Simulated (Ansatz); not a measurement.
**Ni-61 nuclear quadrupole resonance in SiNi₃ at a changed volume**

Cell: a structure deposited in the COD, relaxed with PBE at fixed cell and then changed (volume scaled by 0.98, ions relaxed).

```xyz
4
Lattice="3.5273 0.0000 0.0000 0.0000 3.5273 0.0000 0.0000 0.0000 3.5273" Properties=species:S:1:pos:R:3 pbc="T T T"
Si    0.0000    0.0000    0.0000
Ni    0.0000    1.7636    1.7636
Ni    1.7636    0.0000    1.7636
Ni    1.7636    1.7636    0.0000
```

Sites (sets of like atoms) are named by element and the number of their first atom in this list.

Method: Kohn–Sham DFT in Ansatz, PBE, plane waves and PAW, scalar-relativistic, collinear spin, 420 eV cutoff, Γ-centred 13×13×13 k-points, Fermi–Dirac smearing 0.05 eV. Start moments as typed (μB): 1.5 on each Ni, none on the rest.

Ni-61: I = 3/2, Q = 162.0 mb (year-2017 value). Static lattice, zero field.

Question: Predict the zero-field Ni-61 lines of each site.

Answer: For I = 3/2 there is one line, ν = (|C_Q|/2)(1 + η²/3)^½.

```tsv
site	atoms	V_zz (10²¹ V/m²)	C_Q (MHz)	η	line frequencies (MHz)
Ni	2, 3, 4	-4.64	-18.2	0.00	9.09
```

An axis of threefold or higher order runs through Ni, so V_zz lies along it and η is zero.

With no gap above 0.1 eV, as in a metal, the gradients converge slowly in k; expect changes of a tenth or more on a denser mesh. With these PAW files V_zz is typically within 2 to 3 % of all-electron values, but misses above 10 % occur on Ni. The start moments die out, and the run ends without spin.
